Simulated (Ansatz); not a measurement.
Input:

Starting cell, BaTiO$_{3}$ (cubic perovskite):

```yaml
crystal:
  lattice:
    - [3.99442, 0.00000, 0.00000]
    - [0.00000, 3.99442, 0.00000]
    - [0.00000, 0.00000, 3.99442]
  atoms:
    - { symbol: Ba, position: [0.00000, 0.00000, 0.00000] }
    - { symbol: Ti, position: [0.50000, 0.50000, 0.50000] }
    - { symbol: O, position: [0.00000, 0.50000, 0.50000] }
    - { symbol: O, position: [0.50000, 0.50000, 0.00000] }
    - { symbol: O, position: [0.50000, 0.00000, 0.50000] }
```

Scan: atom 4 (O, nearest neighbour Ti at 1.997 Å; its periodic images, 4.0 Å or more away, move with it) is displaced along Cartesian [111], direction (0.577, 0.577, 0.577) in Cartesian axes, by s. The other atoms stay.

All values below come from r2SCAN (plane waves to 500 eV, PAW, scalar-relativistic; Ansatz, a quantum-chemistry and plane-wave program). k mesh 7×7×7 (Γ-centred), Fermi-Dirac smearing 0.05 eV. The energy includes the smearing's −TS. BaTiO3 is run without spin polarisation. BaTiO3 was relaxed with its symmetry unable to fall. The PAW data are Ansatz's earlier set. This is a high-temperature form of BaTiO3. ΔE is measured from the undisplaced structure.

The scan covers s from -0.400 to 0.400 Å in 11 points.

Q: Is this a single well or a double well?

A: A single well with its minimum at or next to zero displacement.

Q: Is the energy the same for equal positive and negative displacements?

A: Even: the same for both signs. With its periodic images moving along, the atom's site symmetry in this cell is 4/mmm.

Q: What force acts on the atom along the line at s = -0.400 Å?

A: 2.81 eV/Å.

Q: What is the force constant k = d²E/ds² of this move at s = 0?

A: 5.57 eV/Å².

(For displaced atoms, the force is minus the slope of the energy, and its curvature is a force constant, which sets phonon frequencies.)
